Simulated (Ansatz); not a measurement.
TiO2:
```yaml
crystal:
  lattice:
    - [4.54792, 0.00000, 0.00000]
    - [0.00000, 4.54792, 0.00000]
    - [0.00000, 0.00000, 2.91732]
  atoms:
    - { symbol: Ti, position: [0.50000, 0.50000, 0.00000] }
    - { symbol: Ti, position: [0.00000, 0.00000, 0.50000] }
    - { symbol: O, position: [0.69604, 0.69604, 0.50000] }
    - { symbol: O, position: [0.30396, 0.30396, 0.50000] }
    - { symbol: O, position: [0.80396, 0.19604, 0.00000] }
    - { symbol: O, position: [0.19604, 0.80396, 0.00000] }
```

Cartesian axes are those of the cell as given.

### Question
Give the high-frequency dielectric tensor and the Born effective charge tensors of the independent atoms from DFPT, LDA (plane waves, PAW; program Ansatz).

### Answer

ε∞:
```
7.47  0.00  0.00
0.00  7.47  0.00
0.00  0.00  8.83
```
Z* of atom 1 (Ti), rows: field, columns: displacement, in e:
```
 6.32  -1.00   0.00
-1.00   6.32   0.00
 0.00   0.00   7.64
```
Z* of atom 3 (O), rows: field, columns: displacement, in e:
```
-3.16  -1.80   0.00
-1.80  -3.16   0.00
 0.00   0.00  -3.82
```

Space group P4_2/mnm (rutile). Symmetry was held in the LDA relaxation; phonons show weakly imaginary modes. No spin polarisation was allowed.

Potentials: the later of the program's two PAW sets.
